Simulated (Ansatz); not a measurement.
BiIrS in space group P2_13 (No. 198; Bi on 4a, Ir on 4a, S on 4a), PBEsol (plane waves, PAW; program Ansatz), all energies at zero smearing, with the estimated change up to a 700 eV cutoff added, with one set of potentials and settings (totals compare only within such a set). Cell of 12 atoms (4 Bi, 4 Ir, 4 S): -99707.471 eV.

```tsv
element	reference phase	E (eV/atom)
Bi	R-3m, 2 atoms in the cell	-12242.0039
Ir	Fm-3m, 1 atoms in the cell	-11799.0386
S	Fddd, 32 atoms in the cell	-884.8920
```

Formation energy per atom, worked out: (-99707.471 − 4×(-12242.0039) − 4×(-11799.0386) − 4×(-884.8920))/12 = -0.311 eV/atom (-30 kJ per mol of atoms), at 0 K, without zero-point energy or fitted corrections.

The first step of the workflow began from a Materials Project structure, measured or hypothetical; the Crystallography Open Database copy checked does not list it. Whether it is the stable phase at ambient conditions was not checked. Symmetry was held in the PBEsol relaxation; whether a distortion lowers the energy is not shown. The run is not spin-polarised. The references are the lowest solids computed at this level, not always the standard phases. Spin–orbit coupling is left out wherever it is not named.

Potentials: the later of the program's two PAW sets.
